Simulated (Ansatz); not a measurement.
With DFT-PBE in the program Ansatz with PAW potentials, Si₃N₄ in the hexagonal phase (P6_3/m; Si on 6h, N on 2d, N on 6h) relaxes to a = 7.663 Å, c = 2.926 Å. Si has 4 nearest neighbours from 1.74 Å (tetrahedral); N on 2d has 3 nearest neighbours from 1.74 Å (trigonal planar); N on 6h has 3 nearest neighbours from 1.75 Å (trigonal planar). Against the elements it lies at -1.05 eV/atom, with no fitted shifts.

It is gapped at this level: 4.25 eV (indirect). The valence maximum lies on the Γ–A line, 34 % of the way from Γ and the conduction minimum at Γ. The electron mass is 0.22, 1.5, 1.5 mₑ (principal values). The hole mass is 0.85, 0.85, 1.8 mₑ (principal values).

The bulk modulus is 233 GPa.

Symmetry was held in the PBE relaxation. The references are the lowest solids computed at this level, not always the standard phases (solids in place of the gases).

Potentials: the earlier of the program's two PAW sets.
